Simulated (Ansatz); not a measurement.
Cs₂NaScCl₆:
```cif
data_Cl6Cs2NaSc
_chemical_formula_sum 'Cs2 Na1 Sc1 Cl6'
_space_group_name_H-M_alt 'P 1'
_space_group_IT_number 1
_cell_length_a 7.19467
_cell_length_b 7.19467
_cell_length_c 7.19467
_cell_angle_alpha 60.000
_cell_angle_beta 60.000
_cell_angle_gamma 60.000
loop_
_space_group_symop_operation_xyz
  'x, y, z'
loop_
_atom_site_label
_atom_site_type_symbol
_atom_site_fract_x
_atom_site_fract_y
_atom_site_fract_z
_atom_site_occupancy
Cs1 Cs 0.75000 0.75000 0.75000 1
Cs2 Cs 0.25000 0.25000 0.25000 1
Na1 Na 0.50000 0.50000 0.50000 1
Sc1 Sc 0.00000 0.00000 0.00000 1
Cl1 Cl 0.76009 0.23991 0.23991 1
Cl2 Cl 0.23991 0.76009 0.76009 1
Cl3 Cl 0.23991 0.76009 0.23991 1
Cl4 Cl 0.76009 0.23991 0.76009 1
Cl5 Cl 0.23991 0.23991 0.76009 1
Cl6 Cl 0.76009 0.76009 0.23991 1
```

Relaxed with LDA.

Q: Which orbitals make up the states near the band edges in plane-wave PAW LDA (Ansatz code)?

A: Top 1 eV of the valence band: Cl 3p 97 %. Bottom 1 eV of the conduction band: Sc 3d 83 %, Cl 3p 11 %. Projections are on Löwdin-orthogonalised atomic valence shells; empty p or d shells of many metals are not among them.

Q: Tabulate the density of states.

A: States/eV per cell of 10 atoms, in 0.25 eV bins, energy from the valence-band maximum.

| E (eV) | total | Cl 3p | Cs 5p | Sc 3d |
|---|---|---|---|---|
| -7.85 | 0.00 | 0.00 | 0.00 | 0.00 |
| -7.60 | 0.00 | 0.00 | 0.00 | 0.00 |
| -7.35 | 0.00 | 0.00 | 0.00 | 0.00 |
| -7.10 | 0.00 | 0.00 | 0.00 | 0.00 |
| -6.85 | 0.00 | 0.00 | 0.00 | 0.00 |
| -6.60 | 0.00 | 0.00 | 0.00 | 0.00 |
| -6.35 | 0.00 | 0.00 | 0.00 | 0.00 |
| -6.10 | 0.00 | 0.00 | 0.00 | 0.00 |
| -5.85 | 4.88 | 0.41 | 4.41 | 0.04 |
| -5.60 | 43.12 | 1.66 | 40.92 | 0.09 |
| -5.35 | 0.00 | 0.00 | 0.00 | 0.00 |
| -5.10 | 0.00 | 0.00 | 0.00 | 0.00 |
| -4.85 | 0.00 | 0.00 | 0.00 | 0.00 |
| -4.60 | 0.00 | 0.00 | 0.00 | 0.00 |
| -4.35 | 0.00 | 0.00 | 0.00 | 0.00 |
| -4.10 | 0.00 | 0.00 | 0.00 | 0.00 |
| -3.85 | 0.00 | 0.00 | 0.00 | 0.00 |
| -3.60 | 0.00 | 0.00 | 0.00 | 0.00 |
| -3.35 | 0.60 | 0.50 | 0.00 | 0.00 |
| -3.10 | 2.15 | 1.81 | 0.00 | 0.01 |
| -2.85 | 5.21 | 4.39 | 0.00 | 0.11 |
| -2.60 | 4.36 | 3.74 | 0.01 | 0.24 |
| -2.35 | 3.93 | 3.36 | 0.05 | 0.25 |
| -2.10 | 18.17 | 15.68 | 0.33 | 1.59 |
| -1.85 | 12.75 | 11.04 | 0.27 | 1.00 |
| -1.60 | 24.83 | 21.38 | 0.84 | 2.17 |
| -1.35 | 0.09 | 0.08 | 0.00 | 0.00 |
| -1.10 | 13.06 | 12.33 | 0.24 | 0.08 |
| -0.85 | 13.67 | 13.12 | 0.18 | 0.08 |
| -0.60 | 15.88 | 15.41 | 0.15 | 0.08 |
| -0.35 | 21.17 | 20.68 | 0.21 | 0.08 |
| -0.10 | 8.14 | 8.07 | 0.02 | 0.01 |
| 0.15 | 0.00 | 0.00 | 0.00 | 0.00 |
| 0.40 | 0.00 | 0.00 | 0.00 | 0.00 |
| 0.65 | 0.00 | 0.00 | 0.00 | 0.00 |
| 0.90 | 0.00 | 0.00 | 0.00 | 0.00 |
| 1.15 | 0.00 | 0.00 | 0.00 | 0.00 |
| 1.40 | 0.00 | 0.00 | 0.00 | 0.00 |
| 1.65 | 0.00 | 0.00 | 0.00 | 0.00 |
| 1.90 | 0.00 | 0.00 | 0.00 | 0.00 |
| 2.15 | 0.00 | 0.00 | 0.00 | 0.00 |
| 2.40 | 0.00 | 0.00 | 0.00 | 0.00 |
| 2.65 | 0.00 | 0.00 | 0.00 | 0.00 |
| 2.90 | 0.00 | 0.00 | 0.00 | 0.00 |
| 3.15 | 0.00 | 0.00 | 0.00 | 0.00 |
| 3.40 | 0.00 | 0.00 | 0.00 | 0.00 |
| 3.65 | 0.00 | 0.00 | 0.00 | 0.00 |
| 3.90 | 6.09 | 0.56 | 0.00 | 5.04 |
| 4.15 | 17.08 | 1.98 | 0.01 | 14.25 |
| 4.40 | 0.83 | 0.11 | 0.00 | 0.70 |
| 4.65 | 0.00 | 0.00 | 0.00 | 0.00 |
| 4.90 | 0.00 | 0.00 | 0.00 | 0.00 |
| 5.15 | 0.57 | 0.05 | 0.00 | 0.38 |
| 5.40 | 3.58 | 0.39 | 0.01 | 2.37 |
| 5.65 | 3.46 | 0.52 | 0.00 | 2.32 |
| 5.90 | 8.52 | 1.55 | 0.00 | 5.77 |
| 6.15 | 0.59 | 0.02 | 0.00 | 0.07 |
| 6.40 | 1.34 | 0.03 | 0.00 | 0.05 |
| 6.65 | 2.01 | 0.05 | 0.01 | 0.04 |
| 6.90 | 3.19 | 0.09 | 0.01 | 0.05 |
| 7.15 | 6.07 | 0.18 | 0.02 | 0.07 |
| 7.40 | 9.38 | 0.32 | 0.03 | 0.10 |
| 7.65 | 11.84 | 0.31 | 0.02 | 0.10 |
| 7.90 | 10.79 | 0.26 | 0.02 | 0.11 |
| 8.15 | 9.83 | 0.19 | 0.02 | 0.11 |
| 8.40 | 10.97 | 0.17 | 0.01 | 0.09 |
| 8.65 | 10.65 | 0.17 | 0.00 | 0.06 |

Space group Fm-3m. The workflow started from a Materials Project entry (that database holds measured and hypothetical structures alike); the Crystallography Open Database copy checked does not list it. Whether it is the stable phase at ambient conditions was not checked. The LDA relaxation kept the symmetry of its start; phonons on a q-mesh show no instability. No spin polarisation was allowed. Scalar-relativistic: spin–orbit coupling is off unless named, which matters more the heavier the elements.

Potentials: the later of the program's two PAW sets.
